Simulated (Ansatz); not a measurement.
Relaxation of a relaxed Cr cell displaced along its unstable phonon at q = (½, 0, 0) of its primitive reciprocal cell (173i cm⁻¹), largest move 0.15 Å; 2 atoms in the cell, which starts as Pmma (No. 51), oP2; a = 4.6807 Å, b = c = 2.3404 Å, α = β = γ = 90.00°. Level of theory: PBE (plane waves to 420 eV, PAW, scalar-relativistic; Ansatz, an electronic-structure program). Γ-centred k-mesh 7×14×14 on the run's cell (coarser than for final values), Fermi–Dirac smearing 0.05 eV. This is the first round of the run. 

The optimiser's lines from the output (shortened; P is positive under compression):

```
relax step   1: F+E_penalty+E_count = -6753.53561594 eV  Δ(F+E_penalty+E_count) = +0.000e0 eV  max|allowed force component| = 6.706e-1 eV/Å  Δτ_max = 0.0000 Å  P = -1.518 GPa  Ω = 25.638 Å³  (7 SCF iters, dr2 threshold 1.00e-7 eV, accepted)
relax step   2: F+E_penalty+E_count = -6753.78267738 eV  Δ(F+E_penalty+E_count) = -2.471e-1 eV  max|allowed force component| = 7.797e-1 eV/Å  Δτ_max = 0.1476 Å  P = -0.302 GPa  Ω = 25.158 Å³  (7 SCF iters, dr2 threshold 2.00e-7 eV, accepted)
relax step   3: F+E_penalty+E_count = -6753.95587427 eV  Δ(F+E_penalty+E_count) = -1.732e-1 eV  max|allowed force component| = 9.535e-2 eV/Å  Δτ_max = 0.1953 Å  P = +1.011 GPa  Ω = 24.625 Å³  (7 SCF iters, dr2 threshold 2.00e-7 eV, accepted)
relax step   4: F+E_penalty+E_count = -6753.99550530 eV  Δ(F+E_penalty+E_count) = -3.963e-2 eV  max|allowed force component| = 3.174e-2 eV/Å  Δτ_max = 0.0738 Å  P = -1.627 GPa  Ω = 24.824 Å³  (6 SCF iters, dr2 threshold 2.00e-7 eV, accepted)
relax step   5: F+E_penalty+E_count = -6753.99996514 eV  Δ(F+E_penalty+E_count) = -4.460e-3 eV  max|allowed force component| = 2.490e-2 eV/Å  Δτ_max = 0.0013 Å  P = +0.830 GPa  Ω = 24.522 Å³  (6 SCF iters, dr2 threshold 2.00e-7 eV, accepted)
relax step   6: F+E_penalty+E_count = -6754.00064919 eV  Δ(F+E_penalty+E_count) = -6.840e-4 eV  max|allowed force component| = 1.721e-2 eV/Å  Δτ_max = 0.0030 Å  P = -0.134 GPa  Ω = 24.634 Å³  (6 SCF iters, dr2 threshold 2.00e-7 eV, accepted)
relax step   7: F+E_penalty+E_count = -6754.00094170 eV  Δ(F+E_penalty+E_count) = -2.925e-4 eV  max|allowed force component| = 1.276e-3 eV/Å  Δτ_max = 0.0131 Å  P = -0.010 GPa  Ω = 24.619 Å³  (6 SCF iters, dr2 threshold 2.00e-7 eV, accepted)
relax step   8: F+E_penalty+E_count = -6754.00094776 eV  Δ(F+E_penalty+E_count) = -6.068e-6 eV  max|allowed force component| = 5.604e-5 eV/Å  Δτ_max = 0.0010 Å  P = -0.002 GPa  Ω = 24.618 Å³  (6 SCF iters, dr2 threshold 1.35e-8 eV, accepted)
relax step   9: F+E_penalty+E_count = -6754.00094905 eV  Δ(F+E_penalty+E_count) = -1.287e-6 eV  max|allowed force component| = 4.280e-6 eV/Å  Δτ_max = 0.0000 Å  P = -0.001 GPa  Ω = 24.619 Å³  (6 SCF iters, dr2 threshold 3.17e-9 eV, accepted)
relax step  10: F+E_penalty+E_count = -6754.00035511 eV  Δ(F+E_penalty+E_count) = +5.939e-4 eV  max|allowed force component| = 4.535e-6 eV/Å  Δτ_max = 0.0000 Å  P = +0.017 GPa  Ω = 24.619 Å³  stress off target by 2.53e-2 GPa  SCF on the basis re-selected at this cell (its energy is not comparable with the rows above)  (6 SCF iters)
relax step  11: F+E_penalty+E_count = -6754.00035416 eV  Δ(F+E_penalty+E_count) = +9.536e-7 eV  max|allowed force component| = 2.237e-7 eV/Å  Δτ_max = 0.0000 Å  P = -0.001 GPa  Ω = 24.621 Å³  (7 SCF iters, dr2 threshold 1.60e-9 eV, accepted)
relax step  12: F+E_penalty+E_count = -6754.00035502 eV  Δ(F+E_penalty+E_count) = -8.577e-7 eV  max|allowed force component| = 2.216e-7 eV/Å  Δτ_max = 0.0000 Å  P = -0.001 GPa  Ω = 24.621 Å³  stress off target by 9.08e-4 GPa  SCF on the basis re-selected at this cell (its energy is not comparable with the rows above)  (8 SCF iters)
```

From the first to the last row the energy changes by -0.23 eV/atom and the volume by -4.0 %. The last row is marked as not comparable with the walk above it, whose basis was carried along; it does compare with step 1, since both stand on a basis selected at the nominal cutoff for their own cell.

Later rounds, restarted from the end of this one on a renewed k-mesh, logged 11 more steps and released under 0.01 eV/atom more. The final structure after all rounds: Cmmm (No. 65), oS2; a = 2.406 Å, b = 4.555 Å, c = 2.248 Å, α = 90.00°, β = 90.00°, γ = 90.00°. Between re-selections the logged energies stand on a plane-wave basis carried along with the cell. No spin polarisation in the result. A magnetic state may lie lower.

The run could not lose the symmetry of its start, so the end can be a saddle point.

The relaxed structure here is a generated cell of Cr: the first start was made by placing the elements on the sites of a structure type, and the end was not matched to a known phase here, so it may be hypothetical. Known forms of Cr include space group No. 229.
